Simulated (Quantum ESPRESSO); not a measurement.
# Strain and stress in In2SiMgP4

These are calculations, not measurements. They come from pw.x of Quantum ESPRESSO 7.5, a plane-wave density functional program, with PseudoDojo standard norm-conserving files (v0.5 for PBE, v0.4.1 for LDA and PBEsol). The cells are made up: elements, strain and atom displacements were drawn at random, and nothing was relaxed. There is no spin polarisation, spin-orbit coupling or dispersion term.

The cell has 8 sites of a zincblende or diamond lattice. Sites 1 to 4 hold In Si Mg In; sites 5 to 8 hold P P P P. Cell vectors in Å: (5.976, -0.024, -0.009); (-0.024, 5.995, 0.095); (-0.009, 0.095, 6.190). Settings: PBE, cutoff 1143 eV, 6 x 6 x 6 k mesh shifted by half a step, Fermi-Dirac smearing of 0.1 eV.

Each run adds the same linear strain along x, y and z to one cell, with the atoms carried along; the vectors above are those of run 5. Stress is positive in tension and P is minus a third of its trace. E is the free energy for each atom above the lowest run shown.

```
run  strain (%)  s_xx (GPa)  s_yy (GPa)  s_zz (GPa)  s_xy (GPa)  P (GPa)  E (meV/atom)
  1       -2.27        1.30        1.80        3.94       -0.93    -2.35          0.00
  2       -1.62        2.25        2.75        4.84       -0.85    -3.28          9.12
  3       -1.18        2.84        3.34        5.38       -0.79    -3.86         17.00
  4       -0.87        3.24        3.73        5.75       -0.75    -4.24         23.38
  5        0.05        4.29        4.77        6.71       -0.65    -5.26         45.85
  7        1.88        5.95        6.41        8.20       -0.47    -6.85        104.80
  6        1.61           ?           ?           ?           ?        ?             ?
```

A rerun of one of these cells at 1437 eV and k mesh 8 x 8 x 8 moved values by no more than 0.003 eV in the cell's energy, 0.02 GPa in stress and 0.006 eV/Å in force.

## Worked fit

A parabola through the six runs shown gives P = -5.22 - 1.05 e + 0.095 e² GPa, with e in per cent and a scatter of 0.01 GPa. A linear strain of 1 % changes the volume by about 3 %, so the bulk modulus of this cell with clamped atoms is about 35 ± 1 GPa at e = 0. The error is the larger of the fit's own and the change that a cubic makes, rounded up.

## Withheld run

Question: what P should run 6 give?

The fit gives -6.66 GPa. The calculation gave -6.65 GPa.

| run | strain (%) | s_xx (GPa) | s_yy (GPa) | s_zz (GPa) | s_xy (GPa) | P (GPa) | E (meV/atom) |
| --- | --- | --- | --- | --- | --- | --- | --- |
| 6 | 1.61 | 5.74 | 6.20 | 8.01 | -0.50 | -6.65 | 95.08 |